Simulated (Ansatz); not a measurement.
KRb2TlF6:
```cif
data_F24K4Rb8Tl4
_chemical_formula_sum 'K4 Rb8 Tl4 F24'
_space_group_name_H-M_alt 'Fm-3m'
_space_group_IT_number 225
_space_group_name_Hall '-F 4 2 3'
_cell_length_a 9.27835
_cell_length_b 9.27835
_cell_length_c 9.27835
_cell_angle_alpha 90.000
_cell_angle_beta 90.000
_cell_angle_gamma 90.000
loop_
_atom_site_label
_atom_site_type_symbol
_atom_site_symmetry_multiplicity
_atom_site_Wyckoff_symbol
_atom_site_fract_x
_atom_site_fract_y
_atom_site_fract_z
_atom_site_occupancy
K1 K 4 b 0.50000 0.50000 0.50000 1
Rb1 Rb 8 c 0.25000 0.25000 0.25000 1
Tl1 Tl 4 a 0.00000 0.00000 0.00000 1
F1 F 24 e 0.00000 0.00000 0.23254 1
```
(The calculation used a cell of 10 atoms; values per cell refer to that cell.)

Relaxed with r²SCAN.

Task: Which orbitals make up the states near the band edges in DFT-r²SCAN in the program Ansatz with PAW potentials?

Result: Top 1 eV of the valence band: F 2p 96 %. Bottom 1 eV of the conduction band: Tl 6s 51 %, F 2p 31 %, Rb 5s 9 %. Projections are on Löwdin-orthogonalised atomic valence shells; empty p or d shells of many metals are not among them.

Task: Tabulate the density of states.

Result: States/eV per cell of 10 atoms, in 0.25 eV bins, energy from the valence-band maximum.

```
E (eV)  total   F 2p  Rb 4p  Rb 5s
------  -----  -----  -----  -----
-7.85   48.00   0.15  44.71   0.07
-7.60    0.00   0.00   0.00   0.00
-7.35    0.00   0.00   0.00   0.00
-7.10    0.00   0.00   0.00   0.00
-6.85    0.00   0.00   0.00   0.00
-6.60    0.00   0.00   0.00   0.00
-6.35    0.00   0.00   0.00   0.00
-6.10    0.00   0.00   0.00   0.00
-5.85    0.00   0.00   0.00   0.00
-5.60    0.00   0.00   0.00   0.00
-5.35    0.00   0.00   0.00   0.00
-5.10    0.00   0.00   0.00   0.00
-4.85    0.00   0.00   0.00   0.00
-4.60    0.00   0.00   0.00   0.00
-4.35    4.36   2.75   0.00   0.01
-4.10    3.64   2.24   0.00   0.01
-3.85    0.00   0.00   0.00   0.00
-3.60    0.00   0.00   0.00   0.00
-3.35    0.00   0.00   0.00   0.00
-3.10    0.00   0.00   0.00   0.00
-2.85    0.00   0.00   0.00   0.00
-2.60    0.00   0.00   0.00   0.00
-2.35    3.79   3.41   0.00   0.00
-2.10   20.21  18.03   0.06   0.00
-1.85    0.00   0.00   0.00   0.00
-1.60    0.00   0.00   0.00   0.00
-1.35   11.87  11.04   0.04   0.37
-1.10   41.83  40.55   0.17   0.15
-0.85   31.29  30.87   0.06   0.01
-0.60   11.01  10.95   0.00   0.00
-0.35    2.89   2.49   0.00   0.00
-0.10   13.11  11.42   0.00   0.00
0.15     0.00   0.00   0.00   0.00
0.40     0.00   0.00   0.00   0.00
0.65     0.00   0.00   0.00   0.00
0.90     0.00   0.00   0.00   0.00
1.15     0.00   0.00   0.00   0.00
1.40     0.00   0.00   0.00   0.00
1.65     0.00   0.00   0.00   0.00
1.90     0.00   0.00   0.00   0.00
2.15     0.00   0.00   0.00   0.00
2.40     0.00   0.00   0.00   0.00
2.65     0.00   0.00   0.00   0.00
2.90     0.00   0.00   0.00   0.00
3.15     0.00   0.00   0.00   0.00
3.40     0.00   0.00   0.00   0.00
3.65     0.00   0.00   0.00   0.00
3.90     0.00   0.00   0.00   0.00
4.15     0.00   0.00   0.00   0.00
4.40     0.00   0.00   0.00   0.00
4.65     0.39   0.10   0.00   0.09
4.90     1.26   0.36   0.00   0.22
5.15     6.35   2.04   0.02   0.44
5.40     0.00   0.00   0.00   0.00
5.65     0.00   0.00   0.00   0.00
5.90     0.00   0.00   0.00   0.00
6.15     0.00   0.00   0.00   0.00
6.40     0.00   0.00   0.00   0.00
6.65     0.00   0.00   0.00   0.00
6.90     0.00   0.00   0.00   0.00
7.15     0.00   0.00   0.00   0.00
7.40     0.00   0.00   0.00   0.00
7.65     0.00   0.00   0.00   0.00
7.90     0.00   0.00   0.00   0.00
8.15     3.19   0.29   0.02   1.14
8.40     3.72   0.29   0.03   1.64
8.65     1.09   0.08   0.01   0.53
8.90     1.17   0.08   0.01   0.61
9.15     2.62   0.16   0.02   1.24
```

The workflow started from a Materials Project entry (that database holds measured and hypothetical structures alike); the Crystallography Open Database copy checked does not list it. Its standing as an ambient phase is unchecked. Symmetry was held in the r²SCAN relaxation; its stability against distortions is not shown here. Scalar-relativistic: spin–orbit coupling is off unless named, which matters more the heavier the elements.

Potentials: the later of the program's two PAW sets.
